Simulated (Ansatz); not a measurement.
CuI:
```xyz
2
Lattice="0.0000 2.9306 2.9306 2.9306 0.0000 2.9306 2.9306 2.9306 0.0000" Properties=species:S:1:pos:R:3 pbc="T T T"
Cu     4.3959     4.3959     4.3959
I      0.0000     0.0000     0.0000
```

Cartesian axes are those of the cell as given.

Question: Give the high-frequency dielectric tensor and the Born effective charge tensors of the independent atoms from DFPT, DFT-LDA in the program Ansatz with PAW potentials.

Answer: 
ε∞:
```
6.82  0.00  0.00
0.00  6.82  0.00
0.00  0.00  6.82
```
Z* of atom 1 (Cu), rows: field, columns: displacement, in e:
```
0.96  0.00  0.00
0.00  0.96  0.00
0.00  0.00  0.96
```
Z* of atom 2 (I), rows: field, columns: displacement, in e:
```
-0.96   0.00   0.00
 0.00  -0.96   0.00
 0.00   0.00  -0.96
```

Space group F-43m (zinc blende). Symmetry was held in the LDA relaxation. The run is not spin-polarised. Scalar-relativistic: spin–orbit coupling is off unless named, which matters more the heavier the elements.

Potentials: the earlier of the program's two PAW sets. The files were generated under PBE; for other functionals the program regenerates the frozen cores, and for LDA and PBEsol the local potential too.
